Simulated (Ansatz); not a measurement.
Ta$_{3}$Ru:
```cif
data_RuTa3
_chemical_formula_sum 'Ta3 Ru1'
_space_group_name_H-M_alt 'P 1'
_space_group_IT_number 1
_cell_length_a 4.54602
_cell_length_b 4.54602
_cell_length_c 4.54602
_cell_angle_alpha 60.000
_cell_angle_beta 60.000
_cell_angle_gamma 60.000
loop_
_space_group_symop_operation_xyz
  'x, y, z'
loop_
_atom_site_label
_atom_site_type_symbol
_atom_site_fract_x
_atom_site_fract_y
_atom_site_fract_z
_atom_site_occupancy
Ta1 Ta 0.25000 0.25000 0.25000 1
Ta2 Ta 0.75000 0.75000 0.75000 1
Ta3 Ta 0.50000 0.50000 0.50000 1
Ru1 Ru 0.00000 0.00000 0.00000 1
```

Relaxed with r²SCAN.

Problem. Which orbitals make up the states near the Fermi level in the program Ansatz at the r²SCAN level (PAW)?

Solution. Within 0.5 eV of the Fermi level: Ta 5d 66 %, Ru 4d 20 %, Ta 6s 6 %, outside the projected shells 6 %. Projections are on Löwdin-orthogonalised atomic valence shells; empty p or d shells of many metals are not among them.

Problem. Tabulate the density of states.

Solution. States/eV per cell of 4 atoms, in 0.25 eV bins, energy from the Fermi level.

| E (eV) | total | Ta 5d | Ru 4d | Ta 6s |
|---|---|---|---|---|
| -7.85 | 0.20 | 0.00 | 0.00 | 0.13 |
| -7.60 | 0.24 | 0.00 | 0.00 | 0.16 |
| -7.35 | 0.29 | 0.01 | 0.00 | 0.19 |
| -7.10 | 0.33 | 0.01 | 0.00 | 0.22 |
| -6.85 | 0.38 | 0.02 | 0.01 | 0.25 |
| -6.60 | 0.44 | 0.02 | 0.01 | 0.29 |
| -6.35 | 0.50 | 0.04 | 0.02 | 0.32 |
| -6.10 | 0.59 | 0.06 | 0.03 | 0.36 |
| -5.85 | 0.71 | 0.09 | 0.04 | 0.42 |
| -5.60 | 0.90 | 0.16 | 0.08 | 0.50 |
| -5.35 | 2.17 | 0.66 | 0.42 | 0.89 |
| -5.10 | 1.74 | 0.71 | 0.49 | 0.45 |
| -4.85 | 3.06 | 1.24 | 0.82 | 0.70 |
| -4.60 | 3.60 | 1.63 | 1.02 | 0.68 |
| -4.35 | 3.59 | 1.71 | 1.27 | 0.43 |
| -4.10 | 4.53 | 2.20 | 1.66 | 0.35 |
| -3.85 | 4.77 | 2.41 | 1.71 | 0.28 |
| -3.60 | 4.03 | 2.17 | 1.43 | 0.15 |
| -3.35 | 2.68 | 1.30 | 1.19 | 0.05 |
| -3.10 | 8.19 | 2.57 | 5.42 | 0.02 |
| -2.85 | 6.67 | 2.03 | 4.42 | 0.07 |
| -2.60 | 3.37 | 1.22 | 1.84 | 0.15 |
| -2.35 | 2.26 | 1.13 | 0.89 | 0.15 |
| -2.10 | 2.52 | 1.64 | 0.62 | 0.15 |
| -1.85 | 2.90 | 1.87 | 0.69 | 0.19 |
| -1.60 | 4.67 | 3.45 | 0.78 | 0.25 |
| -1.35 | 6.30 | 4.89 | 0.81 | 0.33 |
| -1.10 | 4.73 | 3.50 | 0.73 | 0.24 |
| -0.85 | 5.13 | 3.69 | 0.77 | 0.29 |
| -0.60 | 4.53 | 3.33 | 0.60 | 0.27 |
| -0.35 | 3.63 | 2.55 | 0.61 | 0.19 |
| -0.10 | 2.43 | 1.63 | 0.46 | 0.13 |
| 0.15 | 2.04 | 1.25 | 0.53 | 0.11 |
| 0.40 | 1.28 | 0.74 | 0.32 | 0.08 |
| 0.65 | 1.78 | 0.97 | 0.50 | 0.10 |
| 0.90 | 2.78 | 1.67 | 0.68 | 0.14 |
| 1.15 | 3.43 | 1.98 | 1.08 | 0.14 |
| 1.40 | 4.52 | 2.73 | 1.48 | 0.10 |
| 1.65 | 5.17 | 3.58 | 1.25 | 0.05 |
| 1.90 | 5.06 | 3.80 | 0.87 | 0.11 |
| 2.15 | 3.77 | 2.85 | 0.58 | 0.09 |
| 2.40 | 2.65 | 2.07 | 0.41 | 0.06 |
| 2.65 | 1.13 | 0.90 | 0.16 | 0.02 |
| 2.90 | 1.30 | 1.05 | 0.17 | 0.03 |
| 3.15 | 2.48 | 1.95 | 0.35 | 0.11 |
| 3.40 | 3.11 | 2.56 | 0.39 | 0.08 |
| 3.65 | 2.15 | 1.76 | 0.28 | 0.02 |
| 3.90 | 2.59 | 2.15 | 0.25 | 0.03 |
| 4.15 | 4.36 | 3.77 | 0.25 | 0.10 |
| 4.40 | 3.68 | 3.29 | 0.14 | 0.05 |

Space group Fm-3m. The first step of the workflow began from a Materials Project structure, measured or hypothetical; the Crystallography Open Database copy checked does not list it. With Ta and Ru taken as one species the cell has the higher symmetry Im-3m, so it may be an ordered model of a mixed-site phase. Whether it is the stable phase at ambient conditions was not checked. The cell was relaxed with r²SCAN under the symmetry of its start; its stability against distortions is not shown here. The run is not spin-polarised. Spin–orbit coupling is left out wherever it is not named.

Potentials: the later of the program's two PAW sets.
